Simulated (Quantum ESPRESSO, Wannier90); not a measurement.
## Wannier functions of BeBr$_{2}$ (Ibam)

```
begin unit_cell_cart
ang
    0.0000000000    0.0000000000    5.5574200000
    5.7331300000    0.0000000000    0.0000000000
   -2.8665650000    5.2900600000   -2.7787100000
end unit_cell_cart
begin atoms_frac
Be   0.2500000000  0.0000000000  0.0000000000
Be  -0.2500000000  0.0000000000  0.0000000000
Br   0.1133900000  0.3229100000  0.2267800000
Br  -0.1133900000 -0.3229100000 -0.2267800000
Br   0.3866100000  0.0961300000 -0.2267800000
Br  -0.3866100000 -0.0961300000  0.2267800000
end atoms_frac
```

Materials Project entry mp-30139; symmetrised, unrelaxed at this level. COD (Crystallography Open Database) has an entry of this formula and space group (matched by these alone). Computed values, not measurements, from PBEsol: Quantum ESPRESSO (norm-conserving PseudoDojo potentials, cutoff 71 Ry, no spin polarisation, no spin-orbit coupling) on a Γ-centred 4×4×4 mesh, then Wannier90. Density: 6×6×6 mesh, cold smearing 0.01 Ry. The cell is built of weakly bound layers, chains or molecules, whose nearest atoms lie 4.04 Å apart. Database cells relaxed without dispersion often hold them too far apart, which can enlarge gaps and weakens couplings between them; spacing and stacking were not compared with the measured crystal. Spin-orbit coupling, left out, would split the p-like bands by a few tenths of an eV.

A tight-binding model is made by disentanglement and projection with no localisation steps (num_iter = 0), so the 24 orbitals stay atom-like: hydrogen-like Be: s;p; Br: s;p, axes along x, y, z; frozen window up to 6.62 eV relative to the valence-band maximum. It follows pw.x to 7.8 meV rms for states up to 6.1 eV relative to the valence-band maximum. Matrix elements depend on this choice of orbitals and windows.

Task: What are the on-site energies relative to the valence-band maximum, and how fast do the hoppings decay?

Result: 
```
atom  orbitals  energy (eV)
----  --------  -----------
Be1          s         3.43
Be1         pz         4.99
Be1      px py         4.96
Be2          s         3.43
Be2         pz         5.00
Be2      px py         4.96
Br3          s       -12.24
Br3         pz        -0.19
Br3      px py        -0.45
Br4          s       -12.24
Br4         pz        -0.19
Br4      px py        -0.45
Br5          s       -12.24
Br5         pz        -0.19
Br5      px py        -0.45
Br6          s       -12.24
Br6         pz        -0.19
Br6      px py        -0.45
```

```tsv
distance of the centres (Å)	largest modulus (eV)
2–3	1.7
3–4	0.36
4–5	0.14
5–6	0.18
6–7	0.12
7–8	0.054
8–9	0.070
```
